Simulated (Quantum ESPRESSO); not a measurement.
Si7C, input and log of a self-consistent run

Simulated, not a measurement. The program is pw.x of Quantum ESPRESSO 7.5 (plane-wave density functional theory). The cell is made up: 8 atoms on a zincblende/diamond lattice, with randomly drawn elements, strain and displacements, not relaxed. PseudoDojo standard norm-conserving files (v0.5 for PBE, v0.4.1 for LDA and PBEsol) set the functional; there is no spin polarisation, spin-orbit coupling or dispersion term, and the masses in the input are unused placeholders.

Input:

```
&control calculation='scf', pseudo_dir='./dojo.nc.sr.pbe.v0_5.standard.upf', outdir='./o', disk_io='low', tprnfor=.true., tstress=.true. /
&system ibrav=0, nat=8, ntyp=2, nbnd=26, ecutwfc=82.02448710, nosym=.true., tot_charge=0,
 occupations='smearing', smearing='fd', degauss=0.0073498644
/
&electrons conv_thr=7.350e-09, electron_maxstep=60, /
ATOMIC_SPECIES
C 1.0 C.upf
Si 1.0 Si.upf
CELL_PARAMETERS angstrom
5.3455 0.0452 -0.1
0.0452 5.3422 -0.0341
-0.1 -0.0341 5.2921
ATOMIC_POSITIONS angstrom
Si -0.0228 -0.0502 0.0051
Si -0.0116 2.5603 2.5679
C 2.7952 0.0957 2.6141
Si 2.454 2.7526 -0.1674
Si 1.5357 1.2798 1.355
Si 1.2548 4.0363 3.9006
Si 4.0641 1.2408 4.1313
Si 4.0842 4.0948 1.1385
K_POINTS automatic
6 6 6 1 1 1
```

The log is shortened where brackets say so; the opening notice, blank lines, dates and the lines on written files are dropped, and the path of the files is cut. It prints rydbergs, bohrs and kilobars, and counts compression as positive stress.

```
     Program PWSCF v.7.5
     Parallel version (MPI & OpenMP), running on       4 processor cores
     Number of MPI processes:                 4
     Threads/MPI process:                     1
     [start-up lines left out]
     bravais-lattice index     =            0
     lattice parameter (alat)  =      10.1037  a.u.
     unit-cell volume          =    1019.3692 (a.u.)^3
     number of atoms/cell      =            8
     number of atomic types    =            2
     number of electrons       =        32.00
     number of Kohn-Sham states=           26
     kinetic-energy cutoff     =      82.0245  Ry
     charge density cutoff     =     328.0979  Ry
     scf convergence threshold =      7.3E-09
     mixing beta               =       0.7000
     number of iterations used =            8  plain     mixing
     Exchange-correlation= PBE
                           (   1   4   3   4   0   0   0)
     [axes and pseudopotential details left out]
   Cartesian axes
     site n.     atom                  positions (alat units)
         1        Si     tau(   1) = (  -0.0042644  -0.0093891   0.0009539  )
         2        Si     tau(   2) = (  -0.0021696   0.4788627   0.4802842  )
         3        C      tau(   3) = (   0.5227970   0.0178991   0.4889251  )
         4        Si     tau(   4) = (   0.4589810   0.5148293  -0.0313095  )
         5        Si     tau(   5) = (   0.2872279   0.2393659   0.2534308  )
         6        Si     tau(   6) = (   0.2346900   0.7549246   0.7295442  )
         7        Si     tau(   7) = (   0.7601242   0.2320716   0.7726929  )
         8        Si     tau(   8) = (   0.7638836   0.7658661   0.2129380  )
     number of k points=   108  Fermi-Dirac smearing, width (Ry)=  0.0073
     Number of k-points >= 100: set verbosity='high' to print them.
     Dense  grid:   102267 G-vectors     FFT dimensions: (  60,  60,  60)
     Estimated max dynamical RAM per process >     252.06 MB
     Estimated total dynamical RAM >     933.32 MB
     Initial potential from superposition of free atoms
     starting charge      31.9957, renormalised to      32.0000
     Starting wfcs are   32 randomized atomic wfcs
     total cpu time spent up to now is        4.0 secs
     per-process dynamical memory:   215.0 Mb
     Self-consistent Calculation
     iteration #  1     ecut=    82.02 Ry     beta= 0.70
     Davidson diagonalization with overlap
     ethr =  1.00E-02,  avg # of iterations =  4.3
     total cpu time spent up to now is       14.4 secs
     total energy              =     -70.81556362 Ry
     estimated scf accuracy    <       0.38267808 Ry
     iteration #  2     ecut=    82.02 Ry     beta= 0.70
     Davidson diagonalization with overlap
     ethr =  1.20E-03,  avg # of iterations =  4.4
     total cpu time spent up to now is       23.3 secs
     total energy              =     -70.77101398 Ry
     estimated scf accuracy    <       0.77561970 Ry
     iteration #  3     ecut=    82.02 Ry     beta= 0.70
     Davidson diagonalization with overlap
     ethr =  1.20E-03,  avg # of iterations =  2.0
     total cpu time spent up to now is       30.5 secs
     total energy              =     -70.92610051 Ry
     estimated scf accuracy    <       0.04607197 Ry
     iteration #  4     ecut=    82.02 Ry     beta= 0.70
     Davidson diagonalization with overlap
     ethr =  1.44E-04,  avg # of iterations =  4.8
     total cpu time spent up to now is       39.3 secs
     total energy              =     -70.93454515 Ry
     estimated scf accuracy    <       0.00407144 Ry
     iteration #  5     ecut=    82.02 Ry     beta= 0.70
     Davidson diagonalization with overlap
     ethr =  1.27E-05,  avg # of iterations =  7.9
     total cpu time spent up to now is       50.5 secs
     total energy              =     -70.93536182 Ry
     estimated scf accuracy    <       0.00079612 Ry
     iteration #  6     ecut=    82.02 Ry     beta= 0.70
     Davidson diagonalization with overlap
     c_bands:  1 eigenvalues not converged
     c_bands:  1 eigenvalues not converged
     ethr =  2.49E-06,  avg # of iterations =  5.1
     total cpu time spent up to now is       59.4 secs
     total energy              =     -70.93548270 Ry
     estimated scf accuracy    <       0.00008181 Ry
     iteration #  7     ecut=    82.02 Ry     beta= 0.70
     Davidson diagonalization with overlap
     ethr =  2.56E-07,  avg # of iterations =  2.0
     total cpu time spent up to now is       66.5 secs
     total energy              =     -70.93550159 Ry
     estimated scf accuracy    <       0.00000169 Ry
     iteration #  8     ecut=    82.02 Ry     beta= 0.70
     Davidson diagonalization with overlap
     ethr =  5.27E-09,  avg # of iterations =  4.1
     total cpu time spent up to now is       75.4 secs
     total energy              =     -70.93550226 Ry
     estimated scf accuracy    <       0.00000142 Ry
     iteration #  9     ecut=    82.02 Ry     beta= 0.70
     Davidson diagonalization with overlap
     ethr =  4.43E-09,  avg # of iterations =  1.8
     total cpu time spent up to now is       82.1 secs
     total energy              =     -70.93550237 Ry
     estimated scf accuracy    <       0.00000022 Ry
     iteration # 10     ecut=    82.02 Ry     beta= 0.70
     Davidson diagonalization with overlap
     ethr =  6.83E-10,  avg # of iterations =  2.0
     total cpu time spent up to now is       89.2 secs
     End of self-consistent calculation
     Number of k-points >= 100: set verbosity='high' to print the bands.
     the Fermi energy is     6.1474 ev
!    total energy              =     -70.93550242 Ry
     estimated scf accuracy    <          4.4E-09 Ry
     smearing contrib. (-TS)   =      -0.00158958 Ry
     internal energy E=F+TS    =     -70.93391284 Ry
     The total energy is F=E-TS. E is the sum of the following terms:
     one-electron contribution =      16.76365773 Ry
     hartree contribution      =       6.08825694 Ry
     xc contribution           =     -25.55058855 Ry
     ewald contribution        =     -68.23523896 Ry
     convergence has been achieved in  10 iterations
     Forces acting on atoms (cartesian axes, Ry/au):
     atom    1 type  2   force =     0.15394658   -0.05222365    0.09929782
     atom    2 type  2   force =    -0.00735325   -0.00341508    0.02894814
     atom    3 type  1   force =    -0.00429415   -0.00872886   -0.00955661
     atom    4 type  2   force =     0.14140637   -0.06760865    0.08196770
     atom    5 type  2   force =     0.00833099   -0.05575025    0.05340117
     atom    6 type  2   force =    -0.00045428    0.07956666   -0.14256003
     atom    7 type  2   force =    -0.17518858    0.13472911   -0.20218607
     atom    8 type  2   force =    -0.11639369   -0.02656928    0.09068787
     Total force =     0.462110     Total SCF correction =     0.000074
     Computing stress (Cartesian axis) and pressure
          total   stress  (Ry/bohr**3)                   (kbar)     P=       -1.86
  -0.00009667  -0.00038404   0.00023341          -14.22      -56.49       34.34
  -0.00038404   0.00008212  -0.00044259          -56.49       12.08      -65.11
   0.00023341  -0.00044259  -0.00002345           34.34      -65.11       -3.45
     init_run     :      3.73s CPU      3.91s WALL (       1 calls)
     electrons    :     84.63s CPU     85.21s WALL (       1 calls)
     forces       :      1.60s CPU      1.63s WALL (       1 calls)
     stress       :      5.71s CPU      5.71s WALL (       1 calls)
     [timing details left out]
     PWSCF        :   1m35.79s CPU   1m36.64s WALL
     JOB DONE.
```

In other units: free energy -965.127 eV for the cell, pressure -0.19 GPa, largest force component 5.198 eV/Å. A rerun of a related cell, with the same atoms placed differently, at 1347 eV and a 8 x 8 x 8 mesh moved values by no more than 0.002 eV in energy, 0.02 GPa in stress and 0.010 eV/Å in force.